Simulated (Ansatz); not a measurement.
SrZnAsF:
```cif
data_As2F2Sr2Zn2
_chemical_formula_sum 'Sr2 Zn2 As2 F2'
_space_group_name_H-M_alt 'P4/nmm :1'
_space_group_IT_number 129
_space_group_name_Hall 'P 4ab 2ab -1ab'
_cell_length_a 4.09832
_cell_length_b 4.09832
_cell_length_c 9.12090
_cell_angle_alpha 90.000
_cell_angle_beta 90.000
_cell_angle_gamma 90.000
loop_
_space_group_symop_operation_xyz
  'x, y, z'
  '-y+1/2, x+1/2, z'
  '-x, -y, z'
  'y+1/2, -x+1/2, z'
  'x+1/2, -y+1/2, -z'
  '-y, -x, -z'
  '-x+1/2, y+1/2, -z'
  'y, x, -z'
  '-x+1/2, -y+1/2, -z'
  'y, -x, -z'
  'x+1/2, y+1/2, -z'
  '-y, x, -z'
  '-x, y, z'
  'y+1/2, x+1/2, z'
  'x, -y, z'
  '-y+1/2, -x+1/2, z'
loop_
_atom_site_label
_atom_site_type_symbol
_atom_site_symmetry_multiplicity
_atom_site_Wyckoff_symbol
_atom_site_fract_x
_atom_site_fract_y
_atom_site_fract_z
_atom_site_occupancy
Sr1 Sr 2 c 0.50000 0.00000 0.15327 1
Zn1 Zn 2 b 0.50000 0.50000 0.50000 1
As1 As 2 c 0.00000 0.50000 0.33169 1
F1 F 2 a 0.00000 0.00000 0.00000 1
```

Relaxed with r²SCAN. The program Ansatz at the r²SCAN level (PAW) gives a gap of 1.07 eV.

**Question.** What gap does HSE06 give on the same cell (Ansatz, PAW)?

**Answer.** 1.52 eV, 0.45 eV more. The hybrid was solved on a coarser mesh and at special points; its gap is the smallest among all of these.

```tsv
k	v1 r²SCAN	c1 r²SCAN	v1 HSE06	c1 HSE06
Γ	0.00	1.07	0.00	1.52
Z	-0.02	1.18	-0.02	1.65
M	-2.74	2.46	(withheld)	(withheld)
A	-2.71	2.63	(withheld)	(withheld)
R	-0.74	2.46	(withheld)	(withheld)
X	-0.75	2.49	(withheld)	(withheld)
```

**Question.** Top valence (v1) and lowest conduction level (c1) in eV from each method's valence maximum (which need not be a listed point): supply the withheld HSE06 values.

**Answer.** 
- A, v1 HSE06: -2.83
- A, c1 HSE06: 2.91
- X, v1 HSE06: -0.78
- X, c1 HSE06: 2.91
- M, v1 HSE06: -2.86
- M, c1 HSE06: 2.76
- R, v1 HSE06: -0.77
- R, c1 HSE06: 2.87

Cost on shared cores: the r²SCAN run (SCF on a 7×7×3 mesh, then bands and DOS) roughly 2.8 core-minutes, the HSE06 run (SCF on 4×4×2, then a few points) around 5 core-minutes (rough); the tasks are unlike.

The workflow started from a Materials Project entry (that database holds measured and hypothetical structures alike); the Crystallography Open Database copy checked does not list it. Whether it is the stable phase at ambient conditions was not checked. The cell was relaxed with r²SCAN under the symmetry of its start; whether a distortion lowers the energy is not shown. Scalar-relativistic: spin–orbit coupling is off unless named, which matters more the heavier the elements.

Potentials: the later of the program's two PAW sets.
